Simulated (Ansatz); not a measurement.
LaB₆ in space group Pm-3m (No. 221; La on 1a, B on 6f) under volume change, PBE (plane waves, PAW; program Ansatz), shape and atoms relaxed at each volume.

```json
[
 {"V (Å³/atom)": "9.324", "E − E(relaxed) (meV/atom)": "?", "P (GPa)": "?"},
 {"V (Å³/atom)": "9.632", "E − E(relaxed) (meV/atom)": "22.1", "P (GPa)": "12.07"},
 {"V (Å³/atom)": "9.939", "E − E(relaxed) (meV/atom)": "5.3", "P (GPa)": "5.61"},
 {"V (Å³/atom)": "10.246", "E − E(relaxed) (meV/atom)": "0.0", "P (GPa)": "0.02"},
 {"V (Å³/atom)": "10.554", "E − E(relaxed) (meV/atom)": "?", "P (GPa)": "?"},
 {"V (Å³/atom)": "10.861", "E − E(relaxed) (meV/atom)": "18.2", "P (GPa)": "-9.07"},
 {"V (Å³/atom)": "11.169", "E − E(relaxed) (meV/atom)": "39.2", "P (GPa)": "-12.73"}
]
```

Problem. Fill in the missing entries.

Solution. 
- 10.554, E − E(relaxed) (meV/atom): 4.7
- 10.554, P (GPa): -4.85
- 9.324, E − E(relaxed) (meV/atom): 52.2
- 9.324, P (GPa): 19.52

Problem. What does a third-order Birch–Murnaghan fit give for V₀, B₀ and B′?

Solution. V₀ = 10.25 Å³/atom, B₀ = 174 GPa, B′ = 3.7.

The PBE relaxation kept the symmetry of its start. Scalar-relativistic: spin–orbit coupling is off unless named, which matters more the heavier the elements.

Potentials: the later of the program's two PAW sets.
